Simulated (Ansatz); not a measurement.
**C: the gap against volume**

C, P6_3/mmc, a = 2.522 Å, c = 16.553 Å. Ansatz: PBE, PAW, 420 eV, Γ-centred 12×12×2 mesh on 16 atoms, Gaussian smearing 0.02 eV; no spin polarisation. Shape and atoms are relaxed at each volume; x = ln(V/V0) with V0 = 5.698 Å³/atom. The gap is read at the mesh points alone.

| x | gap y (eV) |
| --- | --- |
| -0.1278 | 4.723 |
| -0.0943 | 4.639 |
| -0.0619 | 4.554 |
| -0.0305 | 4.477 |
| 0.0000 | 4.402 |
| 0.0296 | 4.333 |
| 0.0583 | 4.264 |
| 0.0953 | ? |

Fit a straight line to the other rows, give the volume deformation potential of the gap and its pressure coefficient, and predict the missing gap. B0 = 432.8 GPa.

Means x = -0.03237, y = 4.4846; Σ(Δx)² = 0.02693, ΣΔxΔy = -0.06645; the slope is their ratio. y = 4.4047 − 2.4677 x. The slope is the deformation potential a = dE_g/d ln V = -2.47 eV, and dE_g/dP = −a/B0 = 5.70 meV/GPa. At x = 0.0953 the fit asked for gives 4.170 eV. The run gave 4.174 eV, so the fit is 0.004 eV too low, within twice the rms miss on the fitted rows (0.003 eV).

Semilocal functionals give gaps under the measured ones; changes of the gap mostly carry over better.

Cost: 8 runs of about 12 core-minutes in all, on Intel Xeon Processor @ 2.50GHz (Skylake/Cascade Lake) (shared hosts).